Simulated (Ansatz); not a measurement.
An Ansatz (a program for electronic structure) run. Input:

Ansatz 0.2 input:
```yaml
crystal:
  lattice:
    - [12.0416944796, 0.0, 0.0]
    - [0.0, 4.2091481104, 0.0]
    - [0.0, 0.0, 4.344710758]
  atoms:
    - { symbol: Pb, position: [0.8719309345, 0.25, 0.190312679] }
    - { symbol: Pb, position: [0.1280690655, 0.75, 0.809687321] }
    - { symbol: Pb, position: [0.6280690655, 0.75, 0.690312679] }
    - { symbol: Pb, position: [0.3719309345, 0.25, 0.309687321] }
    - { symbol: S, position: [0.6435779414, 0.25, 0.1179912511] }
    - { symbol: S, position: [0.3564220586, 0.75, 0.8820087489] }
    - { symbol: S, position: [0.8564220586, 0.75, 0.6179912511] }
    - { symbol: S, position: [0.1435779414, 0.25, 0.3820087489] }
kpoints:
  mp_grid: { grid: [3, 7, 7] }
hamiltonian:
  xc: r2scan
  dispersion: d4
  pseudopotentials: { azcp: { folder: ./paw }, kind: paw }
scf:
  occupations: { method: fixed }
checkpoint: { read: static.run }
output: { bader: true, populations: true }
```

Output (shortened):

```
Pseudopotentials: kind: paw
Pseudopotential: Pb, paw, valence charge 14
Pseudopotential: S, paw, valence charge 6
Functional definition: r2SCAN
Crystal: 8 atoms, lattice volume = 220.213 Å³
Basis set: ecut = 500 eV, 5583 PW (Γ), exchange–correlation on 360×128×128 points (64 copies of the dense FFT grid, shifted against one another)
Bands: 48, of which v1, the nominal top of the filled ones, is band 40 counted from 1 (39 counted from 0)
Symmetry: 8 space group operations
Space group: Pnma (ITA 62), of the structure as read, at distance tolerance 6.0e-5 Å
k-points: 32 of 147
PAW frozen core: Pb, regenerated for the run's functional
PAW frozen core: S, regenerated for the run's functional
Initial density: read from a saved state, or passed on in memory by an earlier SCF of this step, an earlier step, the calling program or the single point that …
Stability of the state it starts from, as read at its close in the unpolarized treatment …
Initial wavefunctions: pseudopotential atomic-orbital guess
Eigensolver: davidson
Functional: x = r2scan, c = r2scan; τ floored in thin density (d = 2e-4 eV/Å³)
iter 1 solved again at ethr=1.73e-7 eV; its pass at ethr=3.10e-3 eV (dr2=1.38e-4 eV) is discarded
SCF iter   1: F=—  HF=-51321.190337 eV  |F-HF|=—  |Δ(HF+E_count)|=         —  Δρ=5.75e-7  dr2=8.56e-10  dr2_τ=3.05e-11  ethr=1.73e-7  ⟨swp⟩=4.0  Hψ=10432  notcnv=0  defer=192
all-band conjugate gradients solve this SCF's bands
preconditioner: auto → Resta (q_TF=auto, 2.305 Å⁻¹)
SCF iter   2: F=—  HF=-51321.190416 eV  |F-HF|=—  |Δ(HF+E_count)|=   7.95e-5  Δρ=3.60e-7  dr2=4.05e-10  dr2_τ=2.37e-11  ethr=1.07e-12  ⟨swp⟩=15.2  Hψ=9648  notcnv=0
SCF iter   3: F=-51321.190416 eV  HF=-51321.190416 eV  |F-HF|=9.46e-11  |Δ(HF+E_count)|=  5.82e-11  Δρ=2.15e-7  dr2=1.34e-10  dr2_τ=3.69e-12  ethr=1.00e-12  ⟨swp⟩=1.0  Hψ=3110  notcnv=0
SCF 1 converged in 3 iterations: F = -51321.190416 eV  dr2 = 1.34e-10
SCF converged after 3 iterations
Free energy (F): -51321.190416 eV
Harris-Foulkes:  -51321.190416 eV  (|F-HF|=9.46e-11)
Internal energy: -51321.190416 eV  (E = F + TS)
E sigma→0 (E₀):  -51321.190416 eV
Fermi energy:    7.137795 eV
--- Per-component energies (eV) ---
  E_band       = -312.687412
  E_kinetic    = 1585.105764
  E_local      = -5006.328563  (includes V_loc(G=0)·N_el)
  E_nonlocal   = 1359.545567
  E_hartree    = 1893.021930
  E_xc         = -1112.656826
  E_vxc        = -963.677335  (∫ρ·V_xc dr)
  E_paw        = -44140.560306  (= ΣΔE_a)
  E_vpaw       = -1133.731014  (= ΣTr[D̂ρ^β])
  E_aug_tail   = -0.000038  (compensation charges beyond the density's cutoff)
  E_vtau       = 60.354097  (kinetic-family band-sum trace: ∫τ·v_τ [+ j·A + Jᵃ·Aᵃ] dr)
  E_ewald      = -5901.682408
  E_disp       = -1.057677  (pairwise vdW)
  E_core_change = 3.422141  (= ΣΔE_core)
  E_smearing   =  0.000000  (= −TS)
  E_closure    = 0.000000  (closes the sum)
  Σ components = -51321.190416   (vs F -51321.190416, Δ=0.00e0)
  [band-id]    e_kinetic+e_local+e_nonlocal+2·e_hartree+e_vxc+e_vpaw+e_augmentation_tail+e_vtau = -312.687661   (vs E_band -312.687412, Δ=-2.49e-4)
--- Band table (eV; the first three rows and the last of 32) ---
  k-point 0: bands = ["-9.9196", "-9.8744", "-9.8023", "-9.8013", "-9.7962", "-9.7854", "-9.7823", "-9.7809", "-9.7776", "-9.7736", "-9.7719", "-9.7699", "-9.7571", "-9.7547", "-9.7545", "-9.7500", "-9.7448", "-9.7410", "-9.7217", "-9.7181", "-6.3616", "-6.0543", "-5.1885", "-4.6852", "-0.3391", "0.0814", "1.0295", "1.3527", "2.7538", "4.2621", "4.3008", "4.5303", "4.5968", "4.8751", "5.1810", "5.3295", "5.5686", "5.7826", "6.0902", "6.6539", "9.0501", "11.3528", "11.4615", "11.4821", "11.7099", "12.1892", "12.4660", "12.6119"]
  k-point 1: bands = ["-9.9087", "-9.8669", "-9.8020", "-9.7964", "-9.7912", "-9.7871", "-9.7826", "-9.7809", "-9.7784", "-9.7761", "-9.7730", "-9.7679", "-9.7639", "-9.7583", "-9.7544", "-9.7436", "-9.7434", "-9.7426", "-9.7262", "-9.7197", "-6.2586", "-5.9595", "-5.1585", "-4.6932", "-0.6075", "-0.1003", "0.6106", "1.0733", "2.8682", "4.4053", "4.5642", "4.7184", "4.7313", "5.0633", "5.2825", "5.6200", "5.6504", "5.9767", "6.1061", "6.7448", "8.9759", "10.4507", "11.3010", "11.4068", "11.4911", "11.6062", "12.2234", "12.3077"]
  k-point 2: bands = ["-9.8811", "-9.8493", "-9.8057", "-9.7969", "-9.7906", "-9.7901", "-9.7849", "-9.7849", "-9.7781", "-9.7736", "-9.7735", "-9.7707", "-9.7592", "-9.7591", "-9.7508", "-9.7462", "-9.7412", "-9.7368", "-9.7356", "-9.7236", "-5.9707", "-5.6951", "-5.1263", "-4.7633", "-1.0838", "-0.4312", "-0.2099", "0.4259", "3.2318", "4.7954", "4.8465", "5.0951", "5.2423", "5.3751", "5.5065", "5.8164", "5.9274", "6.3563", "6.7817", "6.7979", "9.0000", "9.2266", "10.0726", "10.5718", "10.6105", "10.8793", "11.3654", "11.3905"]
  k-point 31: bands = ["-9.9092", "-9.9057", "-9.8940", "-9.8908", "-9.7915", "-9.7897", "-9.7793", "-9.7787", "-9.7664", "-9.7648", "-9.7580", "-9.7568", "-9.7384", "-9.7371", "-9.7341", "-9.7330", "-9.7328", "-9.7316", "-9.7256", "-9.7238", "-4.8827", "-4.8484", "-4.7673", "-4.7443", "-0.4781", "-0.3943", "-0.2032", "-0.1320", "2.8474", "3.0627", "3.1629", "3.3706", "3.9441", "4.1888", "4.2920", "4.5485", "5.0387", "5.1841", "5.7985", "5.9265", "10.5187", "10.7910", "11.2920", "11.4698", "12.0477", "12.2231", "12.4434", "12.6337"]
  band table: 48 of 48 bands, residual norms ≤ 1.0e-3 eV
--- Löwdin populations: 8 sites ---
  site symbol       q [e]
     0     Pb     13.4504
     1     Pb     13.4504
     2     Pb     13.4504
     3     Pb     13.4504
     4      S      6.4857
     5      S      6.4857
     6      S      6.4857
     7      S      6.4857
  spilling = 0.003195 (of n_electrons = 80.000000)
--- Bader charges: 8 sites ---
  site symbol  charge [e]  shift [e]
     0     Pb      1.0334     0.0000
     1     Pb      1.0334     0.0000
     2     Pb      1.0334     0.0000
     3     Pb      1.0334     0.0000
     4      S     -1.0334     0.0000
     5      S     -1.0334     0.0000
     6      S     -1.0334     0.0000
     7      S     -1.0334     0.0000
  shift: an alarm, by how much a part of what the PAW files miss would move the charge. Where it is large, compare
  with a run on PAW files of another source; a small one proves nothing
  estimated error of the sums over rays = 2.7e-4 e
```

Cost: around 50 core-seconds (rough) on shared cores.

The workflow started from a Materials Project entry (that database holds measured and hypothetical structures alike); the Crystallography Open Database copy checked does not list it. It is not the phase usual at ambient conditions (space group No. 225). Symmetry was held in the r²SCAN+D4 relaxation; of distortions, only those at the zone centre were tested. Scalar-relativistic: spin–orbit coupling is off unless named, which matters more the heavier the elements.

Potentials: the earlier of the program's two PAW sets.

Ansatz is a plane-wave DFT program.
